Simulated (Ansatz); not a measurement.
The geometry is COD entry 2101853, unchecked; take it as a test cell.

An input for SnO$_{2}$ and the output that it gave: DFT, PBE, all-electron PAW with datasets made for the crystal, scalar-relativistic (Ansatz 0.2.0).

```yaml
crystal:
  lattice:
    - [4.73735, 0.0, 0.0]
    - [0.0, 4.73735, 0.0]
    - [0.0, 0.0, 3.1864]
  atoms:
    - { symbol: Sn, position: [0.0, 0.0, 0.0] }
    - { symbol: Sn, position: [0.5, 0.5, 0.5] }
    - { symbol: O, position: [0.30562, 0.30562, 0.0] }
    - { symbol: O, position: [0.19438, 0.80562, 0.5] }
    - { symbol: O, position: [0.69438, 0.69438, 0.0] }
    - { symbol: O, position: [0.80562, 0.19438, 0.5] }
kpoints:
  mp_grid: { grid: [4, 4, 6] }
  band_path:
    path:
      - [0.0, 0.0, 0.0]
      - [0.0, 0.5, 0.0]
      - [0.5, 0.5, 0.0]
      - [0.0, 0.0, 0.0]
      - [0.0, 0.0, 0.5]
      - [0.0, 0.5, 0.5]
      - [0.5, 0.5, 0.5]
      - [0.0, 0.0, 0.5]
      - [0.0, 0.5, 0.0]
    npoints: 8
scf:
  occupations: { method: fermi_dirac, width: 0.01 }
hamiltonian:
  xc: pbe
  pseudopotentials: { kind: all_electron, datasets: crystal }
output:
  forces: true
  stress: true
  eigenvalues: true
  efg: { contact_densities: true }
```

What the program printed:

```
hamiltonian.pseudopotentials.datasets: crystal makes datasets for this crystal and solves the spheres of its atoms anew in each pass: cutoff 460.0 eV, the density's 1840.0 eV; for an error of 0.50 meV an atom under PBE, 3.0 meV for the cell; an energy difference from a run of another recipe may be off by several times the error for the cell, under r2SCAN by more, where some 0.1 meV an atom stays at smaller errors; O in spheres of 0.915 Å, 6 of its electrons in bands; Sn in spheres of 1.127 Å, 14 of its electrons in bands, 8 on its site; only band paths and densities of states list, in semicore columns, the levels of the semicore shells that are solved separately: 4s of Sn, 4p of Sn
Sn: output.efg is read without spin–orbit coupling, which moves field gradients at and beside such atoms by some per cent and up to a factor of two; PAW files take it under magnetization.noncollinear and magnetization.spin_orbit
Engine: ansatz 0.2.0
Pseudopotentials: kind: all_electron
Pseudopotential: Sn, paw, valence charge 22, recommended cutoff 460 eV (normal), Koelling and Harmon's equation, gaussian nucleus
Pseudopotential: O, paw, valence charge 6, recommended cutoff 460 eV (normal), Koelling and Harmon's equation, gaussian nucleus
Functional definition: PBE
  parameter kappa = 0.804
  parameter beta = 0.06672455060314922
  exchange = pbe_x(kappa = kappa, mu = beta*pi^2/3)
  correlation = pbe_c(beta = beta)
Crystal: 6 atoms, lattice volume = 71.511 Å³
Basis set: ecut = 460 eV, 1599 PW (Γ), exchange–correlation on 72×72×48 points (8 copies of the dense FFT grid, shifted against one another)
Bands: 32, of which v1, the nominal top of the filled ones, is band 26 counted from 1 (25 counted from 0)
Symmetry: 16 space group operations
Space group: P42/mnm (ITA 136), of the structure as read, at distance tolerance 4.2e-5 Å
k-points: 24 of 96
Non-local potential: Sn, projectors of the file, l = 0: 1, l = 1: 1, l = 2: 2
Non-local potential: O, projectors of the file, l = 0: 1, l = 1: 2
PAW form: soft (Blöchl's): semilocal exchange-correlation on the pseudo side does not see the compensation charge
PAW one-centre angular grid: Sn, 590 points (default); XC on its mesh's 1797 points in the sphere
PAW one-centre angular grid: O, 110 points (default); XC on its mesh's 1915 points in the sphere
Initial density: superposition of atomic densities (neutral atoms: chi_scale 0, normalization atom)
Initial wavefunctions: pseudopotential atomic-orbital guess
Functional: x = pbe(κ = 0.804, μ = 0.2195149727645171), c = pbe(β = 0.06672455060314922)
iter 1 solved again at ethr=4.14e-2 eV; its pass at ethr=1.00e-1 eV (dr2=2.15e1 eV) is discarded
SCF iter   1: F=—  HF=-344378.086048 eV  |F-HF|=—  |Δ(HF+E_count)|=         —  Δρ=1.79e-1  dr2=2.16e1  ethr=4.14e-2  ⟨swp⟩=2.0  Hψ=3664  notcnv=0
preconditioner: auto → Resta (q_TF=auto, 2.587 Å⁻¹)  ε∞=3.6  [insulator: Δε(μ)=3.533 eV  Ē_g=19.644 eV  σ=0.010 eV  W_gap=1.00  n_scr=18 (ndim 8)  ℏωp=31.7 eV  f_vac=0.000  D(μ)=0.00/eV (n_scr^D=0)  ε∞_Penn≈3.6]
iter 2 solved again at ethr=1.54e-3 eV; its pass at ethr=4.14e-2 eV (dr2=8.02e-1 eV) is discarded
SCF iter   2: F=—  HF=-344372.232173 eV  |F-HF|=—  |Δ(HF+E_count)|=    5.85e0  Δρ=4.99e-2  dr2=7.97e-1  ethr=1.54e-3  ⟨swp⟩=2.8  Hψ=3486  notcnv=0  defer=2
SCF iter   3: F=—  HF=-344372.092088 eV  |F-HF|=—  |Δ(HF+E_count)|=   1.40e-1  Δρ=2.68e-2  dr2=2.80e-1  ethr=1.53e-3  ⟨swp⟩=2.1  Hψ=1538  notcnv=0  defer=2
SCF iter   4: F=—  HF=-344372.074036 eV  |F-HF|=—  |Δ(HF+E_count)|=   1.81e-2  Δρ=3.88e-3  dr2=4.83e-3  ethr=5.38e-4  ⟨swp⟩=4.0  Hψ=1924  notcnv=0  defer=7
SCF iter   5: F=—  HF=-344372.079689 eV  |F-HF|=—  |Δ(HF+E_count)|=   5.65e-3  Δρ=8.54e-4  dr2=2.78e-4  ethr=9.29e-6  ⟨swp⟩=4.3  Hψ=2270  notcnv=0  defer=12
SCF iter   6: F=—  HF=-344372.079714 eV  |F-HF|=—  |Δ(HF+E_count)|=   2.50e-5  Δρ=2.63e-4  dr2=3.45e-5  ethr=5.35e-7  ⟨swp⟩=3.6  Hψ=2353  notcnv=0  defer=9
SCF iter   7: F=—  HF=-344372.079705 eV  |F-HF|=—  |Δ(HF+E_count)|=   9.35e-6  Δρ=7.07e-5  dr2=3.13e-6  ethr=6.63e-8  ⟨swp⟩=3.2  Hψ=1826  notcnv=0  defer=6
SCF iter   8: F=-344372.079709 eV  HF=-344372.079709 eV  |F-HF|=2.33e-10  |Δ(HF+E_count)|=   3.78e-6  Δρ=1.21e-5  dr2=7.78e-8  ethr=6.01e-9  ⟨swp⟩=3.2  Hψ=1782  notcnv=0  defer=6
SCF 1 converged in 8 iterations: F = -344372.079704 eV  dr2 = 7.78e-8
  Residual-converged pass: ⟨swp⟩=3.5  Hψ=2004  notcnv=0  max |occ|·‖R‖ = 6.6e-6 eV (tolerance 6.7e-6 eV)  dr2=8.29e-8  dr2_onsite=2.94e-8  max |Δocc| = 0.0e0
  greatest PAW one-centre occupation: 0.976 electrons in one spin orbital (limit 2), on the Sn atom at site 1 (counted from 0), in its partial waves of l = 2
NSCF: frozen V_eff on 65 k-points
SCF converged after 8 iterations
Free energy (F): -344372.079704 eV
Harris-Foulkes:  -344372.079704 eV  (|F-HF|=2.33e-10)
Internal energy: -344372.079704 eV  (E = F + TS)
E sigma→0 (E₀):  -344372.079704 eV
Past the cutoff: the bands carry plane waves up to 1.75 times it, of which those up to 1.5 times it add -0.000186 eV an atom, each by itself; the spheres take 0.000146 eV an atom off the energy for waves past 1.75 times it
By the cutoff:   a pressure is off by up to 0.007 GPa (1.2 times the spheres' own share and the shells' term, over an atom's volume, and 0.004 GPa: a bound that held against runs at twice the plane waves)
Past the cutoffs: a stress includes 0.0022 GPa for waves and charges beyond them, in addition to the slope of what the spheres take
In the spheres:  the bands' charges fall short by 7.4e-7 e at most (sound up to 1e-3), those of shells solved beside the bands by 2.0e-7 e (sound up to 5e-4)
Fermi energy:    12.459522 eV
--- Per-component energies (eV) ---
  The terms above E_closure are by the made datasets' own strengths, without shells solved beside the bands.
--- Forces (eV/Å), atoms counted from 1 ---
  atom   1  Sn     0.00000000    -0.00000000     0.00000000
  atom   2  Sn     0.00000000     0.00000000     0.00000000
  atom   3  O     -0.02343480    -0.02343480     0.00000000
  atom   4  O      0.02343480    -0.02343480     0.00000000
  atom   5  O      0.02343480     0.02343480     0.00000000
  atom   6  O     -0.02343480     0.02343480     0.00000000
  max |Σ_I F_I| component: 6.94e-18 eV/Å
--- Stress (GPa, compression-positive) ---
        9.981476       0.000000       0.000000
        0.000000       9.981476       0.000000
        0.000000       0.000000      12.270315
  P = ⅓ Tr σ = 10.7444 GPa (107.444 kbar)
  It holds what live shells' own plane waves past their cutoff add
--- PAW observables at the nuclei: V_zz in 10²¹ V/m², potentials from the cell's mean, atoms counted from 1 ---
  atom   1  Sn V_zz =    +5.918187   η = 0.5916   by run symmetry: allowed
            electrostatic potential = -8174.205693 V   contact ρ = 1236146.360592 e/Å³
  atom   2  Sn V_zz =    +5.918187   η = 0.5916   by run symmetry: allowed
            electrostatic potential = -8174.205693 V   contact ρ = 1236146.360592 e/Å³
  atom   3  O  V_zz =   -10.438984   η = 0.1356   by run symmetry: allowed
            electrostatic potential = -627.324251 V   contact ρ = 2157.426602 e/Å³
  atom   4  O  V_zz =   -10.438984   η = 0.1356   by run symmetry: allowed
            electrostatic potential = -627.324251 V   contact ρ = 2157.426602 e/Å³
  atom   5  O  V_zz =   -10.438984   η = 0.1356   by run symmetry: allowed
            electrostatic potential = -627.324251 V   contact ρ = 2157.426602 e/Å³
  atom   6  O  V_zz =   -10.438984   η = 0.1356   by run symmetry: allowed
            electrostatic potential = -627.324251 V   contact ρ = 2157.426602 e/Å³
--- Band table (eV; the first three rows and the last of 24) ---
  k-point 0: bands = ["-9.3228", "-8.5348", "-8.2697", "-8.2462", "-8.2462", "-8.1747", "-8.1202", "-8.0319", "-8.0088", "-8.0088", "-7.1160", "-5.2795", "-5.2795", "-3.4409", "3.6739", "7.7476", "7.7476", "7.8919", "8.7103", "9.8339", "9.9319", "10.5966", "10.5966", "11.0491", "11.0491", "11.8314", "13.0877", "18.0464", "18.1771"]
  k-point 1: bands = ["-9.1955", "-8.4925", "-8.4925", "-8.3918", "-8.2202", "-8.1953", "-8.1093", "-8.0420", "-8.0420", "-8.0330", "-6.9594", "-4.8706", "-4.8706", "-3.6546", "3.6675", "7.6938", "7.9958", "7.9958", "8.3131", "8.8924", "9.6802", "9.6897", "9.6897", "11.0660", "11.0660", "11.6003", "14.5728", "18.5341", "19.2626"]
  k-point 2: bands = ["-8.8934", "-8.8822", "-8.8822", "-8.3649", "-8.1027", "-8.0952", "-8.0952", "-8.0834", "-8.0804", "-8.0394", "-6.3792", "-4.3304", "-4.1383", "-4.1383", "3.8429", "6.2198", "7.6105", "8.1291", "8.1291", "8.8112", "8.8112", "8.9045", "9.4106", "10.8345", "10.8345", "10.9790", "16.6144", "18.7993", "20.6965"]
  k-point 23: bands = ["-9.0580", "-9.0580", "-8.5966", "-8.5966", "-8.1231", "-8.1231", "-8.0500", "-8.0500", "-8.0073", "-8.0073", "-5.1879", "-5.1879", "-3.8689", "-3.8689", "3.8506", "3.8506", "6.8166", "6.8166", "9.2615", "9.2615", "9.4459", "9.4459", "10.8768", "10.8768", "10.9943", "10.9943", "16.6810", "16.6810", "20.7708"]
```
